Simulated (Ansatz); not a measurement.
**A plane-wave run on LuAsO4**

The input, for Ansatz 0.2.0 (plane waves, PAW):

```yaml
crystal:
  lattice:
    - [-3.446064, 3.446064, 3.0257]
    - [3.446064, -3.446064, 3.0257]
    - [3.446064, 3.446064, -3.0257]
  atoms:
    - { symbol: Lu, position: [0.875, 0.125, 0.75] }
    - { symbol: Lu, position: [0.125, 0.875, 0.25] }
    - { symbol: As, position: [0.625, 0.375, 0.25] }
    - { symbol: As, position: [0.375, 0.625, 0.75] }
    - { symbol: O, position: [0.6443, 0.2175, 0.4268] }
    - { symbol: O, position: [0.2175, 0.2907, 0.5732] }
    - { symbol: O, position: [0.2907, 0.2175, 0.0732] }
    - { symbol: O, position: [0.2175, 0.6443, 0.9268] }
    - { symbol: O, position: [0.3557, 0.7825, 0.5732] }
    - { symbol: O, position: [0.7825, 0.3557, 0.0732] }
    - { symbol: O, position: [0.7093, 0.7825, 0.9268] }
    - { symbol: O, position: [0.7825, 0.7093, 0.4268] }
  symmetry: { tolerance: 0.0003 }
kpoints:
  mp_grid: { grid: [6, 6, 6], shift: [0, 0, 0] }
  band_path:
    path:
      - [0.0, 0.0, 0.0]
      - [0.0, 0.0, 0.5]
      - [-0.5, 0.5, 0.5]
      - [0.0, 0.0, 0.0]
      - [0.44272811, 0.44272811, -0.44272811]
      - [-0.44272811, 0.55727189, 0.44272811]
      - [-0.5, 0.5, 0.5]
      - [0.0, 0.0, 0.5]
      - [0.25, 0.25, 0.25]
      - [0.0, 0.5, 0.0]
      - [0.0, 0.0, 0.0]
    npoints: 6
magnetization:
  spin_polarized: false
scf:
  occupations: { method: fermi_dirac }
  lower_state_search: "off"
  max_iter: 200
hamiltonian:
  pseudopotentials: { kind: paw }
  xc: r2scan
basis:
  ecutwfc: 500
  fft_grid_basis: typed
output:
  forces: true
  stress: true
  eigenvalues: true
  bader: true
  populations: true
  elf: true
  write_potential: true
  volumetric_format: npy
  dos:
    e_range: [-12, 8]
    de: 0.05
    projected: { site_lists: { As: [As], Lu: [Lu], O: [O] } }
checkpoint:
  read: saved_state
```

The saved state is an earlier solution for the same cell, perhaps on another mesh. 

Excerpt of what it printed:

```
SCF iter   1: F=-43771.3410 eV  Δρ=1.83e-3  dr2=1.13e-3  dr2_τ=8.71e-4
SCF iter   2: F=-43771.3413 eV  Δρ=9.78e-4  dr2=4.29e-4  dr2_τ=3.32e-4
SCF iter   3: F=-43771.3412 eV  Δρ=2.07e-4  dr2=4.99e-5  dr2_τ=9.15e-6
SCF iter   4: F=-43771.3416 eV  Δρ=1.17e-4  dr2=9.30e-6  dr2_τ=3.89e-6
SCF iter   5: F=-43771.3416 eV  Δρ=3.63e-5  dr2=1.18e-6  dr2_τ=3.19e-7
SCF iter   6: F=-43771.3416 eV  Δρ=8.97e-6  dr2=1.06e-7  dr2_τ=1.11e-8
SCF iter   7: F=-43771.3416 eV  Δρ=1.79e-6  dr2=4.16e-9  dr2_τ=1.01e-9
Free energy (F): -43771.3416 eV
Harris-Foulkes:  -43771.3416 eV  (|F-HF|=4.84e-9)
Internal energy: -43771.3416 eV  (E = F + TS)
E sigma→0 (E₀):  -43771.3416 eV
Fermi energy:    12.0422 eV
--- Forces (eV/Å), atoms counted from 1 ---
  atom   1  Lu     0.0000     0.0000     0.0000
  atom   2  Lu     0.0000     0.0000     0.0000
  atom   3  As     0.0000     0.0000     0.0000
  atom   4  As     0.0000     0.0000     0.0000
  atom   5  O      0.0000     6.4489    -5.5059
  atom   6  O     -6.4489     0.0000    -5.5059
  atom   7  O      0.0000    -6.4489    -5.5059
  atom   8  O      6.4489     0.0000    -5.5059
  atom   9  O      0.0000    -6.4489     5.5059
  atom  10  O     -6.4489     0.0000     5.5059
  atom  11  O      0.0000     6.4489     5.5059
  atom  12  O      6.4489     0.0000     5.5059
--- Stress (GPa, compression-positive) ---
       29.0051       0.0000       0.0000
        0.0000      29.0051       0.0000
        0.0000       0.0000      40.9419
  P = ⅓ Tr σ = 32.9840 GPa (329.840 kbar)
--- Löwdin populations: 12 sites ---
  site symbol       q [e]
     0     Lu     23.7601
     1     Lu     23.7601
     2     As     12.7904
     3     As     12.7904
     4      O      6.7803
     5      O      6.7803
     6      O      6.7803
     7      O      6.7803
     8      O      6.7803
     9      O      6.7803
    10      O      6.7803
    11      O      6.7803
  spilling = 0.0051 (of n_electrons = 128.0000)
```

Total energies depend on the potentials used, so only differences within one code and one set of settings carry meaning.

Origin: a known structure type with other elements, at an estimated volume, so it need not be a known compound. Caveats: atoms or cell far from equilibrium.
